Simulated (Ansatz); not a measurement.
Ge:
Space group Fd-3m, origin choice 1 (No. 227); a = b = c = 5.6734 Å, α = β = γ = 90.00°

| atom | site | symmetry | x | y | z |
|---|---|---|---|---|---|
| Ge | 8a | -43m | 0.0000 | 0.0000 | 0.0000 |
(The calculation used a cell of 2 atoms; values per cell refer to that cell.)

Relaxed with r²SCAN.

Problem. Which orbitals make up the states near the band edges in plane-wave PAW r²SCAN (Ansatz code)?

Solution. Top 1 eV of the valence band: Ge 4p 97 %. Bottom 1 eV of the conduction band: Ge 4p 56 %, Ge 4s 39 %, outside the projected shells 6 %. Projections are on Löwdin-orthogonalised atomic valence shells; empty p or d shells of many metals are not among them.

Problem. Tabulate the density of states.

Solution. States/eV per cell of 2 atoms, in 0.25 eV bins, energy from the valence-band maximum.

```tsv
E (eV)	total	Ge 4p	Ge 4s
-7.85	1.05	0.50	0.54
-7.60	0.91	0.45	0.45
-7.35	0.64	0.31	0.32
-7.10	0.51	0.25	0.26
-6.85	0.43	0.21	0.22
-6.60	0.37	0.18	0.19
-6.35	0.32	0.16	0.16
-6.10	0.28	0.14	0.14
-5.85	0.25	0.12	0.12
-5.60	0.21	0.11	0.10
-5.35	0.19	0.09	0.09
-5.10	0.17	0.09	0.08
-4.85	0.15	0.08	0.07
-4.60	0.17	0.11	0.06
-4.35	1.01	0.93	0.07
-4.10	1.20	1.11	0.08
-3.85	1.04	0.95	0.09
-3.60	1.06	0.97	0.08
-3.35	1.23	1.15	0.08
-3.10	1.50	1.41	0.07
-2.85	1.41	1.34	0.07
-2.60	1.35	1.29	0.06
-2.35	1.27	1.21	0.05
-2.10	1.23	1.18	0.04
-1.85	1.17	1.13	0.03
-1.60	1.10	1.07	0.02
-1.35	0.76	0.74	0.02
-1.10	0.51	0.49	0.01
-0.85	0.36	0.35	0.01
-0.60	0.24	0.24	0.00
-0.35	0.13	0.13	0.00
-0.10	0.04	0.04	0.00
0.15	0.00	0.00	0.00
0.40	0.00	0.00	0.00
0.65	0.03	0.01	0.02
0.90	0.17	0.09	0.08
1.15	0.47	0.27	0.18
1.40	0.81	0.48	0.28
1.65	1.13	0.68	0.37
1.90	1.70	1.05	0.52
2.15	1.69	1.06	0.50
2.40	1.08	0.68	0.31
2.65	0.94	0.61	0.23
2.90	0.89	0.59	0.20
3.15	1.16	0.77	0.27
3.40	0.86	0.62	0.15
3.65	1.05	0.81	0.13
3.90	2.00	1.55	0.17
4.15	1.24	0.94	0.12
4.40	1.17	0.88	0.12
4.65	0.98	0.76	0.08
4.90	1.07	0.79	0.07
5.15	1.50	1.03	0.10
```

Symmetry was held in the r²SCAN relaxation; phonons on a q-mesh show no instability. Spin–orbit coupling is left out wherever it is not named.

Potentials: the later of the program's two PAW sets.
